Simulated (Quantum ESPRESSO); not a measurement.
# Al2GaInAs4: convergence and cost over cutoff and k mesh

Computed values, not a measurement. The program is pw.x of Quantum ESPRESSO 7.5 (plane-wave density functional theory). The cell is made up: 8 atoms on a zincblende/diamond lattice, with randomly drawn elements, strain and displacements, not relaxed. PseudoDojo standard norm-conserving files (v0.5 for PBE, v0.4.1 for LDA and PBEsol) set the functional; there is no spin polarisation, spin-orbit coupling or dispersion term, and the masses in the input are unused placeholders.

Input of the run in row 4:

```
&control calculation='scf', pseudo_dir='./dojo.nc.sr.pbe.v0_5.standard.upf', outdir='./o', disk_io='medium', tprnfor=.true., tstress=.true. /
&system ibrav=0, nat=8, ntyp=4, nbnd=52, ecutwfc=84.00895049, nosym=.true., tot_charge=0,
 occupations='smearing', smearing='fd', degauss=0.0018374661
/
&electrons conv_thr=7.350e-09, electron_maxstep=60, /
ATOMIC_SPECIES
Al 1.0 Al.upf
As 1.0 As.upf
Ga 1.0 Ga.upf
In 1.0 In.upf
CELL_PARAMETERS angstrom
5.7421 0.0 0.0
0.0 5.7421 0.0
0.0 0.0 5.7421
ATOMIC_POSITIONS angstrom
Al -0.0077 0.0469 0.0509
Al 0.0383 2.8297 2.7746
Ga 2.7863 -0.0604 2.8541
In 2.9414 2.8074 0.0399
As 1.436 1.1867 1.5189
As 1.4848 4.3346 4.286
As 4.3739 1.3968 4.3738
As 4.3137 4.2958 1.5321
K_POINTS automatic
4 4 4 1 1 1
```

The same cell was run at these settings. Meshes are shifted by half a step, and differences are from the last row, which is itself not exact.

| cutoff (eV) | k mesh | k points solved | threshold (eV) | free energy less the last row's (eV) | pressure (GPa) | largest stress difference (GPa) | largest force difference (eV/Å) | iterations | wall time (s) | k-point pools | processor |
| --- | --- | --- | --- | --- | --- | --- | --- | --- | --- | --- | --- |
| 800 | 2 x 2 x 2 | 4 | 1e-04 | 11.068 | -75.78 | 80.60 | 0.073 | 7 | 49 | 1 | AMD EPYC, Zen 5 class |
| 1143 | 2 x 2 x 2 | 4 | 1e-07 | 0.495 | 5.09 | 0.29 | 0.040 | 11 | 142 | 1 | AMD EPYC, Zen 5 class |
| 795 | 4 x 4 x 4 | 32 | 1e-07 | 11.375 | -80.77 | 85.58 | 0.033 | 11 | 385 | 1 | AMD EPYC, Zen 5 class |
| 1143 | 4 x 4 x 4 | 32 | 1e-07 | 0.010 | 4.80 | 0.00 | 0.002 | 11 | 640 | 1 | AMD EPYC, Zen 5 class |
| 1437 | 6 x 6 x 6 | 108 | 1e-07 | 0.000 | 4.81 | 0.00 | 0.000 | 11 | 2755 | 1 | AMD EPYC, Zen 5 class |

Each pool is one process. Wall times include start-up and a band step at six k points, which weighs most on the coarsest meshes. The runs were on shared virtual cores whose load varied, so times are rough.